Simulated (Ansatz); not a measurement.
PbSe (Fm-3m): from strained cells to moduli

```yaml
crystal:
  lattice:
    - [0.00000, 3.02079, 3.02079]
    - [3.02079, 0.00000, 3.02079]
    - [3.02079, 3.02079, 0.00000]
  atoms:
    - { symbol: Pb, position: [0.00000, 0.00000, 0.00000] }
    - { symbol: Se, position: [0.50000, 0.50000, 0.50000] }
```

Conventional cell: a = 6.042 Å, b = 6.042 Å, c = 6.042 Å, α = 90.00°, β = 90.00°, γ = 90.00°. Pb (atom 1) is surrounded by 6 Se at 3.02 Å. Se (atom 2) is surrounded by 6 Pb at 3.02 Å.

Level of theory, where no other is named: LDA, all-electron LAPW in Ansatz 0.2.0, scalar-relativistic. k mesh 12×12×12, Fermi-Dirac smearing of 0.050 eV, basis error target 1 meV/atom. The cell was relaxed by PAW under this functional.

The cell is cubic and carries a residual pressure of 0.01 GPa at this level. Each strain component that symmetry leaves independent is applied at ±0.003, the ions relax wherever a strain frees them, and the stress (tension positive, GPa) is read. Shears are engineering strains, γ = 2ε.

| strain | size | σxx | σyy | σzz | σyz | σxz | σxy |
| --- | --- | --- | --- | --- | --- | --- | --- |
| xx | -0.003 | -0.4663 | -0.0406 | -0.0406 | 0.0000 | 0.0000 | 0.0000 |
| xx | +0.003 | 0.4380 | 0.0295 | 0.0295 | 0.0000 | 0.0000 | 0.0000 |
| yz | -0.003 | -0.0054 | -0.0056 | -0.0056 | -0.0529 | 0.0000 | 0.0000 |
| yz | +0.003 | -0.0054 | -0.0056 | -0.0056 | 0.0529 | 0.0000 | 0.0000 |

A central difference gives one constant, for example C11 ≈ (0.4380 − (-0.4663))/(0.006) = 150.7 GPa; the program then imposes the crystal's symmetry on the whole matrix.

Problem. What are the independent elastic constants?

Solution. C11 = 150.7, C12 = 11.7, C44 = 17.6 GPa.

Problem. Do they meet the Born conditions?

Solution. C11 − C12 = 139.0, C11 + 2C12 = 174.1 and C44 = 17.6 GPa must all be positive, so the crystal is elastically stable; that says nothing yet of its phonons.

Problem. What moduli does a random aggregate of grains have?

Solution. B = (C11 + 2C12)/3 = 58.0 GPa. G_V = (C11 − C12 + 3C44)/5 = 38.4 and G_R = 5(C11 − C12)C44/(4C44 + 3(C11 − C12)) = 25.1, so G_H = 31.8 GPa. Then E = 9BG/(3B + G) = 80.6 GPa, ν = (3B − 2G)/(6B + 2G) = 0.269 and B/G = 1.83, on the ductile side of Pugh's 1.75 (a rule of thumb).

Problem. With the density of 8.620 g/cm³, how fast does sound travel, and what Debye temperature follows?

Solution. 

| direction | slow (m/s) | middle (m/s) | fast (m/s) |
| --- | --- | --- | --- |
| [100] | 1430 | 1430 | 4182 |
| [110] | 1430 | 2840 | 3386 |
| [111] | 2461 | 2461 | 3076 |

The mean of v⁻³ over directions and branches gives v_m = 2027 m/s and θ_D = (ħ/k_B) v_m (6π²n)^(1/3) = 200 K, n being atoms per volume. Young's modulus spans 48 to 149 GPa over directions, and the universal anisotropy index is 2.63.

Problem. How far do the constants move if PAW replaces LAPW in the same cell?

Solution. 

| constant | LAPW (GPa) | PAW (GPa) | difference |
| --- | --- | --- | --- |
| C11 | 150.7 | 150.6 | -0.1 |
| C12 | 11.7 | 11.7 | 0.0 |
| C44 | 17.6 | 17.6 | 0.0 |

Problem. How far do the constants move if all-electron PAW (datasets made for the crystal) replaces LAPW in the same cell?

Solution. 

| constant | LAPW (GPa) | all-electron PAW (datasets made for the crystal) (GPa) | difference |
| --- | --- | --- | --- |
| C11 | 150.7 | 150.6 | -0.1 |
| C12 | 11.7 | 11.7 | 0.0 |
| C44 | 17.6 | 17.6 | 0.0 |

Limits of these numbers: the gap is so small that the run used smearing, and responses move with mesh and smearing; no spin-orbit coupling on heavy atoms; the frozen-core PAW files of the compared runs were fitted under PBE, their cores solved anew for this functional.
